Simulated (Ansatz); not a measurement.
AlRu (CsCl type)

```
CELL_PARAMETERS angstrom
      6.00740     0.00000     0.00000
      0.00000     3.00370     0.00000
      0.00000     0.00000     3.00370
ATOMIC_POSITIONS crystal
  Al 0.00000 0.00000 0.00000
  Al 0.50000 0.00000 0.00000
  Ru 0.25000 0.50000 0.50000
  Ru 0.75000 0.50000 0.50000
```

In this cell atom 4 (Ru, nearest neighbour Al at 2.601 Å; its periodic images, 3.0 Å or more away, move with it) is moved by s along Cartesian z, unit vector (0.000, 0.000, 1.000); all other atoms and the cell stay fixed.

Calculation: PBE (plane waves to 420 eV, PAW, scalar-relativistic; Ansatz, an electronic-structure program). k mesh 6×12×12 (Γ-centred), Fermi-Dirac smearing 0.05 eV. Energies are smeared free energies. With partly filled bands, energies and forces of such displacements shift with the k mesh and the smearing. AlRu is run without spin polarisation. AlRu was relaxed with its symmetry unable to fall. The zero of ΔE is the undisplaced structure. The last digit holds for this mesh only.

| s (Å) | ΔE (meV/cell) |
|---|---|
| -0.780 | 2176.9 |
| -0.624 | 1471.0 |
| -0.468 | 865.9 |
| -0.312 | 397.8 |
| -0.156 | withheld |
| 0.000 | 0.0 |
| 0.156 | withheld |
| 0.312 | 397.8 |
| 0.468 | 865.9 |
| 0.624 | 1471.0 |
| 0.780 | 2176.9 |

Question: Fit an even polynomial form (powers 2, 4, 6) to the given rows and predict ΔE at s = 0.156.

Answer: Least squares on the 9 given rows: ΔE = (4202)·s² + (-1203)·s⁴ + (291.0)·s⁶, in meV/cell with s in Å; root-mean-square residual 0.14 meV/cell. At 0.156 the fit gives 101.6 meV/cell; the calculation gives 100.9 meV/cell, so the interpolation is off by 0.7 (+0.7 %). The quadratic term alone would give 102.3 meV/cell.

(For displaced atoms, the force is minus the slope of the energy, and its curvature is a force constant, which sets phonon frequencies.)
